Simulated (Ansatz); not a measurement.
The slice is one period of a {211} plane through atoms; its size isn't given.

The numbers are results of PBE (plane waves to 420 eV, PAW, scalar-relativistic; Ansatz, a program for electronic structure), not measurements. Near the nuclei the fields are pseudised (PAW); where an atom keeps semicore shells as valence, they peak there.

```
|@@@@%%==..      ..==%%@@|
|@@%%**--..      ..--**%%|
|++++--..          ..--++|
|::::..              ..::|
|                        |
|                        |
|                        |
|                        |
|                        |
|                        |
|                        |
|                        |
|                        |
|                        |
|                        |
|::::..              ..::|
|++++--..          ..--++|
|@@%%**--..      ..--**%%|
|@@@@%%==..      ..==%%@@|
|%%@@%%++::      ::++%%@@|
```
Scale: ten equal steps from -1.90 (start of ' ') to 0.32 (end of '@'), in the order ' .:-=+*#%@'. Values: log₁₀ of the valence density in e/Å³. The map has 12 points along u (two characters each, u = 0 at the left) and 20 along v (v = 0 in the bottom row). The scale is logarithmic, as a density can span decades between atoms and voids.

```
|xx@@@@++    ..    ++@@@@|
|@@@@%%::    ::    ::%%@@|
|##**::    ..--..    ::**|
|        ..--==--..      |
|      ..--==++==--..    |
|::::----==========----::|
|======--------------====|
|====--::::::::::::::--==|
|==--::..............::--|
|==--::..............::--|
|==--::..............::--|
|====--::::::::::::::--==|
|======--------------====|
|::::----==========----::|
|      ..--==++==--..    |
|        ..--==--..      |
|##**::    ..--..    ::**|
|@@@@%%::    ::    ::%%@@|
|xx@@@@++    ..    ++@@@@|
|xxxx@@**    ..    **@@xx|
```
Scale: ten equal steps from 0.04 (start of ' ') to 0.88 (end of '@'), in the order ' .:-=+*#%@'. Values: electron localisation function (ELF). The map has 12 points along u (two characters each, u = 0 at the left) and 20 along v (v = 0 in the bottom row). Points within 0.5 Å of a nucleus are blanked (x), as the pseudised field means little there.

Which relaxed crystal do these maps come from?
A. Ta (bcc, W type)
B. Fe (bcc, W type)
C. Rb (bcc, W type)

C, Rb (bcc, W type). Atoms on the slice: Rb at (0.00, 0.00)

All were relaxed with their symmetry unable to fall. Relaxed Fe ends ferromagnetic. Spin-orbit coupling is left out. Ta is run without spin polarisation. The magnetic order is the one the run started from; other orders were not tried. (This holds for the magnetic or f-shell members.)
